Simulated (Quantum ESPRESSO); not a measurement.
```
CsPbBr3
1.0
    5.87841     0.00000     0.00000
    0.00000     5.87841     0.00000
    0.00000     0.00000     5.87841
Br Cs Pb
3 1 1
Direct
  0.50000   0.50000   0.00000
  0.00000   0.50000   0.50000
  0.50000   0.00000   0.50000
  0.00000   0.00000   0.00000
  0.50000   0.50000   0.50000
```

Cell and atoms were relaxed with PBEsol from Materials Project entry mp-600089, within its symmetry.

Task: What does norm-conserving PBE (stringent potentials; Quantum ESPRESSO, 88 Ry, without SOC) give for the electronic structure near the Fermi level?

Result: The PBE gap is direct, 1.56 eV at R. Spin-orbit coupling is left out; with 6p states at a band edge it can lower the gap by many tenths of an eV, most of a small gap. The cell is held in this high symmetry; tilts and polar distortions were not searched.
